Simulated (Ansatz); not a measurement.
## Step by step: BiTe, relaxation of cell and atoms

The calculation used DFT, LDA, all-electron LAPW, scalar-relativistic (Ansatz 0.2.0).

Command: `ansatz run input.yaml --threads 1 --pin off --max-ram 2048MiB --backend cpu --events-out ev --progress --plain --runs-dir out` The run took 40 s on 1 thread of AMD EPYC 7R43 64-Core Processor (Zen 3), with other jobs on the host, peak memory 0.4 GiB.

```yaml
crystal:
  lattice:
    - [0.0, 3.1869031609, 3.1869031609]
    - [3.1869031609, 0.0, 3.1869031609]
    - [3.1869031609, 3.1869031609, 0.0]
  atoms:
    - { symbol: Bi, position: [0.0, 0.0, 0.0] }
    - { symbol: Te, position: [0.5, 0.5, 0.5] }
kpoints:
  mp_grid: { grid: [9, 9, 9] }
scf:
  occupations: { method: fermi_dirac, width: 0.05 }
hamiltonian:
  xc: lda
  pseudopotentials: { kind: all_electron, lapw: { basis_error: 0.001 } }
output:
  forces: true
  stress: true
relax:
  f_tol: 0.005
  max_steps: 80
  cell: {}
```

No spin–orbit coupling, which matters for the heavy atoms here.

Structure from Materials Project entry mp-567362 (possibly hypothetical). The listed cell was then made from it by scaling, straining or moving an atom.

Each frame lists the cell vectors (Å), then Cartesian positions (Å); symmetry keeps all forces zero. Free energies count from the first step, -770127.4413 eV.

The walk took 4 evaluations in all; steps that aren't listed are left out.

Step 1: E = 0.0 meV, P = -0.61 GPa

```
cell 0.0000 3.1869 3.1869 3.1869 0.0000 3.1869 3.1869 3.1869 0.0000
Bi    0.0000    0.0000    0.0000
Te    3.1869    3.1869    3.1869
```

Step 2: E = -0.8 meV, P = 0.42 GPa

```
cell 0.0000 3.1677 3.1677 3.1677 0.0000 3.1677 3.1677 3.1677 0.0000
Bi    0.0000    0.0000    0.0000
Te    3.1677    3.1677    3.1677
```

Problem. How does the relaxation end?

Solution. It converges, with a = 6.351 Å, b = 6.351 Å, c = 6.351 Å, α = 90.00°, β = 90.00°, γ = 90.00° (conventional cell, space group Fm-3m). The last solve (on a basis chosen afresh for the final cell, so its energy is not quite comparable) gives E = -1.4 meV, P = -0.01 GPa:
```
cell 0.0000 3.1754 3.1754 3.1754 0.0000 3.1754 3.1754 3.1754 0.0000
Bi    0.0000    0.0000    0.0000
Te    3.1754    3.1754    3.1754
```
